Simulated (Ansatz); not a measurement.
An Ansatz (an electronic-structure program) run. Input:

Ansatz 0.2 input:
```yaml
crystal:
  lattice:
    - [0.0, 3.5914636579, 3.5914636579]
    - [3.5914636579, 0.0, 3.5914636579]
    - [3.5914636579, 3.5914636579, 0.0]
  atoms:
    - { symbol: Te, position: [0.0, 0.0, 0.0] }
    - { symbol: Te, position: [0.25, 0.25, 0.25] }
kpoints:
  mp_grid: { grid: [7, 7, 7] }
  band_path:
    path:
      - [[0.0, 0.0, 0.0], [0.5, 0.0, 0.5], [0.625, 0.25, 0.625]]  # Γ-X-U
      - [[0.375, 0.375, 0.75], [0.0, 0.0, 0.0], [0.5, 0.5, 0.5], [0.5, 0.25, 0.75], [0.5, 0.0, 0.5]]  # K-Γ-L-W-X
    npoints: 12
basis: { xc_grid: 2 }
hamiltonian:
  xc: pbe
  pseudopotentials: { azcp: { folder: ./paw }, kind: paw_fr }
magnetization: { noncollinear: true, spin_orbit: true }
scf:
  n_extra_bands: 12
  convergence: { dr2_threshold: 0.0000000001 }
  occupations: { method: gaussian, width: 0.05 }
output: { eigenvalues: true }
```

Output (shortened):

```
Pseudopotential: Te, paw, valence charge 16
Functional definition: PBE
non-collinear run that drives no moment, with spin-orbit …
Crystal: 2 atoms, lattice volume = 92.650 Å³
Basis set: ecut = 420 eV, 1837 PW (Γ), exchange–correlation on 72×72×72 points (8 copies of the dense FFT grid, shifted against one another)
Bands: 44, of which v1, the nominal top of the filled ones, is band 32 counted from 1 (31 counted from 0)
Symmetry: 48 space group operations + 48 with time reversal
k-points: 20 of 343
Projection manifold: j_resolved (fully-relativistic pseudo-atomic orbitals)
SCF iter   1: F=—  HF=-13964.789456 eV  |F-HF|=—  |Δ(HF+E_count)|=         —  Δρ=6.45e-3  dr2=3.77e-2  dr2_m=0.00e0 (ungated)  ethr=3.10e-3  |M|=0.00e0 ∫|m|=0.00e0 μB  |m|>n=0.0e0 m-floor=0.0e0 τ_xc=0.0e0  β_m=0.30  ⟨swp⟩=13.1  Hψ=2751  notcnv=0  defer=22
preconditioner: auto → none
SCF iter   2: F=—  HF=-13964.788805 eV  |F-HF|=—  |Δ(HF+E_count)|=   6.51e-4  Δρ=4.56e-3  dr2=1.84e-2  dr2_m=0.00e0 (ungated)  ethr=1.18e-4  |M|=0.00e0 ∫|m|=0.00e0 μB  |m|>n=0.0e0 m-floor=0.0e0 τ_xc=0.0e0  β_m=0.64  ⟨swp⟩=1.6  Hψ=549  notcnv=0  defer=120
SCF iter   3: F=—  HF=-13964.788021 eV  |F-HF|=—  |Δ(HF+E_count)|=   7.84e-4  Δρ=5.49e-4  dr2=2.12e-4  dr2_m=0.00e0 (ungated)  ethr=5.76e-5  |M|=0.00e0 ∫|m|=0.00e0 μB  |m|>n=0.0e0 m-floor=0.0e0 τ_xc=0.0e0  β_m=0.55  ⟨swp⟩=2.9  Hψ=531  notcnv=0  defer=120
SCF iter   4: F=—  HF=-13964.787913 eV  |F-HF|=—  |Δ(HF+E_count)|=   1.08e-4  Δρ=2.57e-4  dr2=3.41e-5  dr2_m=0.00e0 (ungated)  ethr=6.62e-7  |M|=0.00e0 ∫|m|=0.00e0 μB  |m|>n=0.0e0 m-floor=0.0e0 τ_xc=0.0e0  β_m=0.78  ⟨swp⟩=2.0  Hψ=696  notcnv=0  defer=120
SCF iter   5: F=—  HF=-13964.787901 eV  |F-HF|=—  |Δ(HF+E_count)|=   1.28e-5  Δρ=6.79e-5  dr2=3.79e-6  dr2_m=0.00e0 (ungated)  ethr=1.07e-7  |M|=0.00e0 ∫|m|=0.00e0 μB  |m|>n=0.0e0 m-floor=0.0e0 τ_xc=0.0e0  β_m=0.77  ⟨swp⟩=2.0  Hψ=696  notcnv=0  defer=120
SCF iter   6: F=—  HF=-13964.787899 eV  |F-HF|=—  |Δ(HF+E_count)|=   1.67e-6  Δρ=1.04e-5  dr2=8.10e-8  dr2_m=0.00e0 (ungated)  ethr=1.19e-8  |M|=0.00e0 ∫|m|=0.00e0 μB  |m|>n=0.0e0 m-floor=0.0e0 τ_xc=0.0e0  β_m=0.87  ⟨swp⟩=2.6  Hψ=712  notcnv=0  defer=120
SCF iter   7: F=—  HF=-13964.787885 eV  |F-HF|=—  |Δ(HF+E_count)|=   1.39e-5  Δρ=8.98e-7  dr2=5.29e-10  dr2_m=0.00e0 (ungated)  ethr=2.53e-10  |M|=0.00e0 ∫|m|=0.00e0 μB  |m|>n=0.0e0 m-floor=0.0e0 τ_xc=0.0e0  β_m=0.82  ⟨swp⟩=3.0  Hψ=700  notcnv=0  defer=120
SCF iter   8: F=-13964.787885 eV  HF=-13964.787885 eV  |F-HF|=1.82e-12  |Δ(HF+E_count)|=  3.64e-12  Δρ=1.01e-7  dr2=3.36e-12  dr2_m=0.00e0 (ungated)  ethr=1.00e-12  |M|=0.00e0 ∫|m|=0.00e0 μB  |m|>n=0.0e0 m-floor=0.0e0 τ_xc=0.0e0  ⟨swp⟩=12.9  Hψ=2136  notcnv=0
SCF 1 converged in 8 iterations: F = -13964.787885 eV  dr2 = 3.36e-12
NSCF: frozen V_eff on 74 k-points
SCF converged after 8 iterations
Magnetization: |M| = 0.0000 μB,  M = (+0.0000, +0.0000, +0.0000) μB
Absolute magnetization: 0.0000 μB (∫|m|)
  site 0: m = (+0.0000, +0.0000, +0.0000) μB, |m| = 0.0000 μB  (R = 1.28 Å)
  site 1: m = (+0.0000, +0.0000, +0.0000) μB, |m| = 0.0000 μB  (R = 1.28 Å)
Free energy (F): -13964.787885 eV
Harris-Foulkes:  -13964.787885 eV  (|F-HF|=1.82e-12)
Internal energy: -13964.786116 eV  (E = F + TS)
E sigma→0 (E₀):  -13964.787000 eV
Entropy (-TS):   -0.001769 eV (-0.885 meV/atom)
Fermi energy:    5.287672 eV
--- Per-component energies (eV) ---
  E_band       = -640.175765
  E_kinetic    = 341.784033
  E_local      = -4043.149387  (includes V_loc(G=0)·N_el)
  E_nonlocal   = 130.307438
  E_hartree    = 1958.522011
  E_xc         = -244.116430
  E_vxc        = -202.307832  (∫ρ·V_xc dr)
  E_paw        = -9343.605994  (= ΣΔE_a)
  E_vpaw       = -783.854235  (= ΣTr[D̂ρ^β])
  E_aug_tail   = 0.000176  (compensation charges beyond the density's cutoff)
  E_ewald      = -2764.527963
  E_smearing   = -0.001769  (= −TS)
  E_closure    = 0.000000  (closes the sum)
  Σ components = -13964.787885   (vs F -13964.787885, Δ=0.00e0)
  [band-id]    e_kinetic+e_local+e_nonlocal+2·e_hartree+e_vxc+e_vpaw+e_augmentation_tail = -640.175786   (vs E_band -640.175765, Δ=-2.10e-5)
--- Band table (eV; the first three rows and the last of 20) ---
  k-point 0: bands = ["-32.7904", "-32.7904", "-32.7904", "-32.7904", "-32.7750", "-32.7750", "-32.7750", "-32.7750", "-31.3421", "-31.3421", "-31.3171", "-31.3171", "-31.3171", "-31.3171", "-31.3156", "-31.3156", "-31.3156", "-31.3156", "-31.2936", …
  k-point 1: bands = ["-32.7907", "-32.7907", "-32.7897", "-32.7897", "-32.7758", "-32.7758", "-32.7747", "-32.7747", "-31.3411", "-31.3411", "-31.3207", "-31.3207", "-31.3207", "-31.3207", "-31.3122", "-31.3122", "-31.3120", "-31.3120", "-31.2945", …
  k-point 2: bands = ["-32.7913", "-32.7913", "-32.7876", "-32.7876", "-32.7778", "-32.7778", "-32.7742", "-32.7742", "-31.3382", "-31.3382", "-31.3249", "-31.3249", "-31.3241", "-31.3241", "-31.3086", "-31.3086", "-31.3083", "-31.3083", "-31.2970", …
  k-point 19: bands = ["-32.7912", "-32.7912", "-32.7834", "-32.7834", "-32.7821", "-32.7821", "-32.7741", "-32.7741", "-31.3339", "-31.3339", "-31.3310", "-31.3310", "-31.3193", "-31.3193", "-31.3148", "-31.3148", "-31.3027", "-31.3027", "-31.2991", …
```

Cost: about 40 core-seconds (a rough figure) on shared cores.

Space group Fd-3m (diamond). The start of the workflow was typed in or built on a structure type; neither database checked (COD, Materials Project) lists it. It is not the phase usual at ambient conditions (space group No. 152). Symmetry was held in the PBE relaxation; its stability against distortions is not shown here. The volume moved by 16 % from the start of the relaxation.

Potentials: the earlier of the program's two PAW sets.

Ansatz is a plane-wave DFT program.
